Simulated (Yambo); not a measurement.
Sr2OsH6 (space group Fm-3m, No. 225), G0W0@PBEsol in Yambo; all else as in the reference (4×4×4 Γ-centred k mesh, bands 5 to 159 and a 7 Ry block in the screening, 159 bands in G with the Bruneval-Gonze terminator, plasmon pole fitted at 27.2 eV). One parameter is varied: the cutoff of the wavefunctions in Yambo, over 10, 20, 30, 50, 74 Ry.

### Question
From which value on does the gap Γ → X stay within 0.05 eV of the largest setting?

### Answer
From 20 Ry on.
```tsv
cutoff of the wavefunctions in Yambo (Ry)	G0W0 gap (eV)	valence shift (eV)
10	3.56	-0.08
20	3.62	-0.42
30	3.63	-0.46
50	3.63	-0.47
74	3.63	-0.47
```
The last step of the sweep still moves the gap by 0 meV; the other settings are held fixed.

Spin-orbit coupling is not included.

Geometry of the Materials Project entry, not relaxed at this level; primitive cell a = b = c = 5.3914 Å, α = β = γ = 60.00°.

The structure is a Materials Project entry; no match was found in the copy of COD used, and its stability was not checked.

A shift is the quasiparticle energy of the state minus its PBEsol energy.
